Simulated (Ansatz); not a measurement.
The start is a generated trial cell of Sb in the lonsdaleite structure type. Cell shape, volume and atoms are optimised at zero target pressure with r2SCAN (plane waves to 500 eV, PAW, scalar-relativistic; Ansatz, a first-principles code). The first steps use a coarse 8×8×5 k-mesh.

Initial structure:
```yaml
crystal:
  lattice:
    - [4.54990, 0.00000, 0.00000]
    - [-2.27495, 3.94033, 0.00000]
    - [0.00000, 0.00000, 7.58861]
  atoms:
    - { symbol: Sb, position: [0.33333, 0.66667, 0.05995] }
    - { symbol: Sb, position: [0.66667, 0.33333, 0.55995] }
    - { symbol: Sb, position: [0.66667, 0.33333, 0.94005] }
    - { symbol: Sb, position: [0.33333, 0.66667, 0.44005] }
```

- Initial pressure: +11.0 GPa (positive: the cell is compressed)
- Largest initial force: 0.53 eV/Å, on Sb1, Sb2, Sb3, Sb4 (atoms numbered as listed)
- Volume change: +13.4 %, from 34.01 to 38.56 Å³/atom
- Shortest distances (start → end): The closest pairs of elements (up to four, under 3.6 Å), start → end: Sb–Sb 2.78 → 2.86 Å
- Band gap at the end: zero (metallic)
- Optimiser moves: 16

It ends as:

```cif
data_Sb4
_chemical_formula_sum 'Sb4'
_space_group_name_H-M_alt 'P63/mmc'
_space_group_IT_number 194
_space_group_name_Hall '-P 6c 2c'
_cell_length_a 5.24004
_cell_length_b 5.24004
_cell_length_c 6.48660
_cell_angle_alpha 90.000
_cell_angle_beta 90.000
_cell_angle_gamma 120.000
loop_
_atom_site_label
_atom_site_type_symbol
_atom_site_symmetry_multiplicity
_atom_site_Wyckoff_symbol
_atom_site_fract_x
_atom_site_fract_y
_atom_site_fract_z
_atom_site_occupancy
Sb1 Sb 4 f 0.33333 0.66667 0.02935 1
```

Final values are on a 10×10×7 k-mesh of the relaxed cell. No spin polarisation in the result.

The run could not lose the symmetry of its start, so the end can be a saddle point.

The relaxed structure here is a generated cell of Sb: the first start was made by placing the elements on the sites of a structure type, and the end was not matched to a known phase here, so it may be hypothetical. Known forms of Sb include space group No. 166.
